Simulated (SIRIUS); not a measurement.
Consider a self-consistent single point of YGe (P1, 8 atoms in the cell; from Materials Project mp-9971, changed as shown).

```
CELL_PARAMETERS angstrom
      4.28256     0.00000     0.00000
      0.00000    10.72440     0.00000
      0.00000     0.00000     3.95460
ATOMIC_POSITIONS crystal
  Y  0.49788 0.35165 0.74825
  Y  0.99190 0.14022 0.25292
  Y  0.97249 0.85713 0.75382
  Y  0.50369 0.64027 0.25012
  Ge 0.50217 0.08669 0.74328
  Ge 0.99950 0.42035 0.24888
  Ge 0.01084 0.58646 0.75339
  Ge 0.52153 0.91723 0.24933
```

All values come from this method and carry its errors: LDA (PW92), GBRV LDA ultrasoft pseudopotentials (plane waves; SIRIUS).

SIRIUS settings:

| setting | value |
|---|---|
| parameters.ngridk | 6 3 7 |
| parameters.xc_functionals | [XC_LDA_X, XC_LDA_C_PW] |
| parameters.gk_cutoff | 6.325 1/bohr |
| parameters.pw_cutoff | 14.143 1/bohr |
| parameters.smearing | fermi_dirac |
| parameters.smearing_width | 0.00367493 Ha |
| potentials | GBRV LDA ultrasoft pseudopotentials |
| parameters.electronic_structure_method | pseudopotential |
| parameters.num_bands | 60 |
| parameters.num_mag_dims | 0 |
| parameters.num_dft_iter | 100 |
| parameters.energy_tol | 1e-07 Ha |
| parameters.density_tol | 1e-06 |
| mixer.type | anderson |
| mixer.beta | 0.5 |
| mixer.use_hartree | true |

Results:

| Item | Result |
|---|---|
| Number of valence electrons | 100 |
| Number of bands | 60 |
| Number of k-points after the program's reduction | 64 |
| Number of plane waves (most at a k-point) | 5270 |
| Number of SCF iterations | 17 |
| FFT grid | 40 × 96 × 36 |
| Free energy E − TS | -16657.0630 eV |
| Fermi level (on the code's own zero) | 11.28 eV |
| Pressure | -4.52 GPa |
| Largest force (vector length) | 1.243 eV/Å |

Forces (eV/Å):
| atom | Fx | Fy | Fz |
|---|---|---|---|
| Y1 | 0.016 | 0.851 | 0.040 |
| Y2 | 0.336 | -0.186 | -0.172 |
| Y3 | 1.180 | 0.375 | -0.103 |
| Y4 | -0.029 | -0.260 | 0.059 |
| Ge5 | -0.289 | -0.363 | 0.189 |
| Ge6 | -0.023 | -0.232 | 0.026 |
| Ge7 | -0.179 | -0.197 | -0.086 |
| Ge8 | -1.013 | 0.012 | 0.047 |

Stress (GPa, positive for compression):
```
-4.97  -0.23  -0.09
-0.23  -4.29  -0.01
-0.09  -0.01  -4.32
```

For comparison: a first run was changed to give this one (atoms moved at random), and from it to this one the free energy goes up by 26.5 meV/atom, the pressure goes from -4.86 to -4.52 GPa and the largest force goes from 0.079 to 1.243 eV/Å.

Forces above 1 eV/Å remain at this geometry. The structure comes from a collection of computed structures, made at another level of theory; the collection holds predicted forms beside known ones. No clean gap shows at this smearing width and mesh (spacing up to 0.24 Å⁻¹); the mesh is coarse for partly filled bands, so the values carry mesh errors.

Cost on one core: very roughly 15 core-minutes.
